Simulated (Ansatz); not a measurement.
## Bi2Te2Pb2S3: 209Bi NMR of the central transition

Cell: an entry of the Crystallography Open Database (COD; perhaps a calculated or model structure), its atoms then relaxed with PBE in this cell.

Space group P-3m1 (No. 164); a = 4.2579, c = 16.9431 Å, γ = 120.00°.

| site | Wyckoff | site symmetry | x | y | z |
| --- | --- | --- | --- | --- | --- |
| Bi | 2c | 3m. | 0.0000 | 0.0000 | 0.1954 |
| Te | 2d | 3m. | 0.3333 | 0.6667 | 0.9104 |
| Pb | 2d | 3m. | 0.3333 | 0.6667 | 0.6010 |
| S7 | 2d | 3m. | 0.3333 | 0.6667 | 0.2988 |
| S9 | 1b | -3m. | 0.0000 | 0.0000 | 0.5000 |

One atom of each set is listed.

Computed with Ansatz: DFT, r2SCAN, plane waves and PAW, scalar-relativistic, 500 eV cutoff, Γ-centred 8×8×2 k-points, Fermi–Dirac smearing 0.02 eV.

209Bi has I = 9/2 and Q = -516.0 mb (Pyykkö 2018); at 18.8 T its Larmor frequency is ν₀ = 130.9 MHz (from the bare nuclear moment; shielding lowers the observed one by a per cent or two). Only the quadrupole interaction is simulated: positions count from each site's isotropic chemical shift, and J coupling is left out, as are shift anisotropy and dipolar coupling, which fast spinning averages.

(1) Give C_Q, η, the quadrupolar product P_Q = |C_Q|(1 + η²/3)^½, the second-order isotropic shift and the breadth of the pattern (fast magic-angle spinning) for each Bi site.

## Answers

(1) 

```csv
site,first shell,C_Q (MHz),η,P_Q (MHz),δ_QIS (ppm),breadth (kHz)
Bi,"3 S at 3.02 Å, 3 Te at 3.04 Å",8.28,0.00,8.28,-5.56,1.56
```

δ_QIS = −(ν_Q²/30ν₀²)[I(I+1) − 3/4](1 + η²/3) × 10⁶ ppm with ν_Q = 3|C_Q|/[2I(2I−1)]; it falls as 1/B₀² in ppm, and the breadth as 1/B₀ in kHz.

An axis of threefold or higher order runs through Bi, so V_zz lies along it and η is zero.

Spin–orbit coupling is left out, which shifts gradients on Bi by a few per cent in wide-gap crystals, and can shift them far more where the calculated gap is small or absent, as here. Newer work puts Q(²⁰⁹Bi) near −420 mb, which would lower these couplings by about a fifth. With a gap of 0.6 eV on this mesh, small gradients can still move by 0.1 × 10²¹ V/m² or more as the k-mesh gets denser.
